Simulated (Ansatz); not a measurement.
Molecular dynamics on a 2×2×2 supercell (16 atoms) of InAs (F-43m), relaxed with r2SCAN. Forces come from PBE in the PAW code Ansatz: a Langevin thermostat at fixed volume, 200 K, steps of 2 fs. Classical nuclei, no spin polarisation; a few dozen steps show the first response, not equilibrium.

```yaml
crystal:
  lattice:
    - [0.0, 6.1091831863, 6.1091831863]
    - [6.1091831863, 0.0, 6.1091831863]
    - [6.1091831863, 6.1091831863, 0.0]
  atoms:
    - { symbol: In, position: [0.0, 0.0, 0.0] }
    - { symbol: As, position: [0.125, 0.125, 0.125] }
    - { symbol: In, position: [0.0, 0.0, 0.5] }
    - { symbol: As, position: [0.125, 0.125, 0.625] }
    - { symbol: In, position: [0.0, 0.5, 0.0] }
    - { symbol: As, position: [0.125, 0.625, 0.125] }
    - { symbol: In, position: [0.0, 0.5, 0.5] }
    - { symbol: As, position: [0.125, 0.625, 0.625] }
    - { symbol: In, position: [0.5, 0.0, 0.0] }
    - { symbol: As, position: [0.625, 0.125, 0.125] }
    - { symbol: In, position: [0.5, 0.0, 0.5] }
    - { symbol: As, position: [0.625, 0.125, 0.625] }
    - { symbol: In, position: [0.5, 0.5, 0.0] }
    - { symbol: As, position: [0.625, 0.625, 0.125] }
    - { symbol: In, position: [0.5, 0.5, 0.5] }
    - { symbol: As, position: [0.625, 0.625, 0.625] }
kpoints:
  mp_grid: { grid: [2, 2, 2] }
hamiltonian:
  xc: pbe
scf:
  occupations: { method: fermi_dirac, width: 0.02 }
md:
  ensemble: nvt_langevin
  temperature: 200
  timestep: 2.0
  n_steps: 40
  initial_velocities: maxwell_boltzmann
  seed: 729
```

Command: `ansatz run input.yaml --threads 4 --pin off --max-ram 3686MiB --backend cpu --events-out ev --progress --plain --runs-dir out`. Wall time 4.5 min on 4 threads of Arm Neoverse V1 (shared host); peak host memory 1.9 GiB.

```tsv
step	t (fs)	T (K)	free energy F from step 0 (meV/atom)	kinetic energy (meV/atom)	largest force (eV/Å)
0	0	188	0.0	24.2	0.00
1	2	194	0.1	25.0	0.08
2	4	197	0.3	25.4	0.16
3	6	198	0.8	25.6	0.25
4	8	218	1.4	28.2	0.34
5	10	195	2.2	25.1	0.44
6	12	184	3.1	23.7	0.52
7	14	196	4.1	25.4	0.61
8	16	199	5.3	25.7	0.70
9	18	184	6.6	23.8	0.77
10	20	173	7.9	22.4	0.83
11	22	167	9.2	21.6	0.88
12	24	154	10.5	19.9	0.92
13	26	140	11.6	18.1	0.95
14	28	142	12.8	18.4	0.97
15	30	141	13.9	18.3	0.99
16	32	129	14.8	16.6	0.99
17	34	130	15.6	16.8	0.99
18	36	140	16.2	18.1	0.97
19	38	141	16.7	18.3	0.96
20	40	143	17.1	18.4	0.94
21	42	137	17.5	17.7	0.92
22	44	144	17.8	18.6	0.93
23	46	134	18.1	17.4	0.96
24	48	140	18.3	18.1	0.98
25	50	136	18.5	17.6	1.01
26	52	149	18.7	19.2	1.03
27	54	145	18.8	18.7	1.05
28	56	166	18.9	21.4	1.07
29	58	147	19.0	19.0	1.09
30	60	130	19.2	16.8	1.11
31	62	128	19.3	16.5	1.13
32	64	134	19.4	17.3	1.13
33	66	131	19.4	16.9	1.12
34	68	147	19.4	19.0	1.11
35	70	133	19.3	17.1	1.09
36	72	137	19.1	17.7	1.07
37	74	132	18.8	17.1	1.03
38	76	138	18.5	17.9	1.00
39	78	145	18.1	18.8	0.97
40	80	168	17.9	21.8	0.94
```

The temperature starts at 188 K, is lowest at step 31 (128 K, 62 fs) and ends at 168 K. The atoms start on their lattice sites with kinetic energy alone, so much of it first passes into potential energy. By the last step the atoms have moved 0.11 Å in the root mean square, the drift of the whole cell taken out, 0.19 Å at most.

Positions (Å) and forces (eV/Å) at step 40:
```
In   0.038  -0.026   0.101    -0.217  -0.141  -0.356
As   1.588   1.451   1.565     0.317   0.231   0.041
In   2.995   3.072  -0.052    -0.238  -0.109   0.564
As   4.588   4.469   1.474    -0.087   0.548   0.684
In   3.138  -0.008   3.164     0.036  -0.109  -0.066
As   4.636   1.581   4.676    -0.209  -0.488   0.203
In   6.115   3.004   3.108    -0.002   0.210  -0.422
As   7.597   4.563   4.592    -0.207   0.664  -0.059
In   0.082   3.026   3.031     0.479   0.569  -0.247
As   1.556   4.636   4.576     0.157  -0.158   0.078
In   3.168   6.180   3.138    -0.283  -0.521  -0.727
As   4.600   7.822   4.544    -0.049  -0.547   0.181
In   3.070   3.095   6.165    -0.432  -0.057   0.037
As   4.635   4.567   7.664    -0.048   0.361  -0.008
In   5.998   6.200   6.047     0.500  -0.291   0.414
As   7.615   7.619   7.678     0.283  -0.161  -0.317
```
